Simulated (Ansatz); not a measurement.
InP (CsCl type, Pm-3m) under volume change, the program Ansatz at the r²SCAN level (PAW), scaled uniformly.

```tsv
V (Å³/atom)	E − E(relaxed) (meV/atom)	P (GPa)
18.268	[?]	[?]
18.870	17.1	4.89
19.472	4.1	2.17
20.075	0.0	0.00
20.677	[?]	[?]
21.279	14.5	-3.64
21.881	30.9	-5.03
```

### Question
Complete the blanks.

### Answer

- 20.677, E − E(relaxed) (meV/atom): 3.9
- 20.677, P (GPa): -1.99
- 18.268, E − E(relaxed) (meV/atom): 41.6
- 18.268, P (GPa): 8.26

### Question
What does a third-order Birch–Murnaghan fit give for V₀, B₀ and B′?

### Answer
V₀ = 20.05 Å³/atom, B₀ = 70.5 GPa, B′ = 4.8.

A made-up cell: these elements were put on the sites of a structure type; neither database checked (COD, Materials Project) lists it. It is not the phase usual at ambient conditions (space group No. 216). The r²SCAN relaxation kept the symmetry of its start; whether a distortion lowers the energy is not shown.

Potentials: the later of the program's two PAW sets.
